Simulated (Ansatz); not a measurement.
A geometry of CdAu away from equilibrium: step 10 of the relaxation of a generated cell, CdAu placed in the AFLOW prototype AB_tP8_136_g_f (as in BeO). The numbers are results of PBE (plane waves to 420 eV, PAW, scalar-relativistic; Ansatz, a program for electronic structure), not measurements. Γ-centred k-mesh 5×5×9 on the run's cell (coarser than for final values), Fermi–Dirac smearing 0.05 eV.

```xyz
8
Lattice="7.5269 0.0000 0.0000 0.0000 7.5269 0.0000 0.0000 0.0000 4.2197" Properties=species:S:1:pos:R:3:forces:R:3 pbc="T T T" free_energy=-85613.667 pressure_GPa=4.2
Au     2.8106     4.7163     0.0000    0.0047   -0.0047    0.0000
Au     6.5741     6.5741     2.1098    0.0047    0.0047    0.0000
Au     0.9528     0.9528     2.1098   -0.0047   -0.0047    0.0000
Au     4.7163     2.8106     0.0000   -0.0047    0.0047    0.0000
Cd     2.0855     2.0855     0.0000   -0.0007   -0.0007    0.0000
Cd     5.8490     1.6779     2.1098   -0.0007    0.0007    0.0000
Cd     1.6779     5.8490     2.1098    0.0007   -0.0007    0.0000
Cd     5.4414     5.4414     0.0000    0.0007    0.0007    0.0000
```

Positions in Å, forces in eV/Å, free energy of the cell in eV (comparable only within this code, potentials and settings). Largest force: 0.01 eV/Å, on Au1, Au2, Au3, Au4 (atoms numbered as listed); the geometry lies 0.16 eV/atom above the end of its relaxation.

No spin polarisation in the result.

The run could not lower the symmetry of its start; a shaken copy of this end point relaxes with PBE to P4/mbm (No. 127), 0.10 eV/atom lower.

The end of the path is a generated cell of CdAu: the first start was made by placing the elements on the sites of a structure type, and the end was not matched to a known phase here, so it may be hypothetical.
